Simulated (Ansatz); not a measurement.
CsSnI₃ in space group Pnma (No. 62; Pearson symbol oP20), LDA (plane waves, PAW; program Ansatz). The conduction-band minimum lies on the Γ–X line, 90 % of the way from Γ, with 2 equivalent valleys. Second derivatives d²E/dk² of the lowest band at one valley (eV·Å²), along Cartesian directions:

| direction | d²E/dk² |
|---|---|
| [100] | 9.053 |
| [010] | 37.30 |
| [001] | 0.3984 |
| [110] | 23.17 |
| [101] | 4.743 |
| [011] | 18.86 |

### Question
Find the principal effective masses, the density-of-states mass and the conductivity mass.

### Answer
Off-diagonal terms follow from H_xy = H[110] − (H_xx + H_yy)/2, and m*/mₑ = 7.620 eV·Å² over each eigenvalue: 0.20, 0.84, 19. One valley's DOS mass (m₁m₂m₃)^(1/3) = 1.5, conductivity mass 3/(Σ 1/mᵢ) = 0.49 mₑ.

### Question
What effective density of states Nc follows at 300 K for parabolic valleys?

### Answer
Nc = 2.509e19 × 2 × (1.5)^(3/2) ≈ 9.2e19 cm⁻³.

The cell was relaxed with LDA under the symmetry of its start. Spin–orbit coupling is left out wherever it is not named.

Potentials: the later of the program's two PAW sets.

Edges and masses are those of Kohn–Sham bands, whose gap is no quasiparticle gap.
